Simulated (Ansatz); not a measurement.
Relaxed-ion elastic tensor of ZnSnP2 (chalcopyrite, I-42d) in GPa (Voigt order), DFT-PBEsol in the program Ansatz with PAW potentials; density 4.58 g/cm³, 22.28 Å³ per atom.

```
 108  55.1  54.9   0.0   0.0   0.0
55.1   108  54.9   0.0   0.0   0.0
54.9  54.9   111   0.0   0.0   0.0
 0.0   0.0   0.0  53.5   0.0   0.0
 0.0   0.0   0.0   0.0  53.5   0.0
 0.0   0.0   0.0   0.0   0.0  53.5
```

### Question
Is the crystal mechanically stable?

### Answer
Yes: the smallest eigenvalue of C is 53.3 GPa.

### Question
Work out the Voigt, Reuss and Hill averages.

### Answer
K_V = 73.1, K_R = 73.1, K_H = 73.1; G_V = 43.0, G_R = 38.5, G_H = 40.7 GPa.

### Question
Give Young's modulus, Poisson's ratio, Pugh's ratio and the universal anisotropy index.

### Answer
E = 9KG/(3K + G) = 103 GPa; ν = 0.26; K/G = 1.79 (near the Pugh limit of 1.75, no verdict); A_U = 5G_V/G_R + K_V/K_R − 6 = 0.58.

### Question
Estimate the sound speeds and the Debye temperature.

### Answer
v_l = √((K + 4G/3)/ρ) = 5270 m/s, v_t = √(G/ρ) = 2980 m/s, mean 3320 m/s; Θ = (h/k)(3n/4πV)^(1/3) v_m = 351 K.

### Question
How much does each axis shrink under pressure?

### Answer
Linear compressibilities β_i = Σ_j S_ij (j = 1 to 3): x 4.6, y 4.6, z 4.4 per TPa.

Symmetry was held in the PBEsol relaxation. Scalar-relativistic: spin–orbit coupling is off unless named, which matters more the heavier the elements.

Potentials: the later of the program's two PAW sets.
